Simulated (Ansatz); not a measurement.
# Ir, hcp: geometry optimisation

Computed with DFT, r2SCAN, plane waves (500 eV) with PAW, scalar-relativistic (Ansatz). (PAW data from PBE, frozen cores regenerated.)

k-point mesh 13×13×7, Fermi-Dirac smearing 0.1 eV, no spin polarisation. Cell and atoms relax.

Starting structure:

```yaml
crystal:
  lattice:
    - [2.7148619862, 0.0, 0.0]
    - [-1.3574309931, 2.3511394478, 0.0]
    - [0.0, 0.0, 4.4333696235]
  atoms:
    - { symbol: Ir, position: [0.3333333333, 0.6666666667, 0.25] }
    - { symbol: Ir, position: [0.6666666667, 0.3333333333, 0.75] }
hamiltonian:
  xc: r2scan
  pseudopotentials:
    kind: paw
    azcp:
      Ir: "pseudopotentials/Ir.paw.azcp"
basis:
  ecutwfc: 500
  fft_grid_basis: typed
kpoints:
  mp_grid: { grid: [13, 13, 7], shift: [0, 0, 0] }
magnetization:
  spin_polarized: false
scf:
  occupations: { method: fermi_dirac, width: 0.1 }
relax:
  max_steps: 60
  f_tol: 0.01
  cell: {}
```

Task: What cell does the relaxation end in?

Result: P6_3/mmc with a = 2.729 Å, c = 4.428 Å (c/a = 1.622); 14.28 Å³ per atom against 14.15 at the start (0.9 %).

Task: How much energy does the relaxation gain?

Result: 1.8 meV per atom.
